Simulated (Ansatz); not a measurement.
Kick test of a cell of ScTi3N3

It was reached by relaxing an invented guess, and it needn't be the stable form of this composition.

Level of theory: DFT PBE, scalar-relativistic, plane waves, PAW (Ansatz 0.2.0). Cutoff 420 eV; k points 8×8×8 on the computed 7-atom cell (Γ-centred); Gaussian smearing, width 0.10 eV; no spin polarisation.

The cell below (7 atoms, space group Pm-3m (No. 221)) is relaxed within its symmetry.

```xyz
7
Lattice="4.3038 0.0000 0.0000 0.0000 4.3038 0.0000 0.0000 0.0000 4.3038" Properties=species:S:1:pos:R:3 pbc="T T T"
Sc    0.0000    0.0000    0.0000
Ti    2.1519    0.0000    2.1519
Ti    2.1519    2.1519    0.0000
Ti    0.0000    2.1519    2.1519
N     2.1519    0.0000    0.0000
N     0.0000    2.1519    0.0000
N     0.0000    0.0000    2.1519
```

For the test it was strained at random (σ = 1.5 % a component), the atoms were moved at random (σ = 0.10 Å), and all was relaxed again on a coarse 6×6×6 mesh (in the run’s order of axes) with 0.20 eV smearing, with no symmetry imposed.

Problem. What happens?

Solution. It returns, within 1 meV/atom of the unmoved cell on that mesh and with the same symmetry when read at 0.1 Å. So it is stable against the distortions that fit this cell and that this random move excites. Modes that don't fit the cell aren't tested.
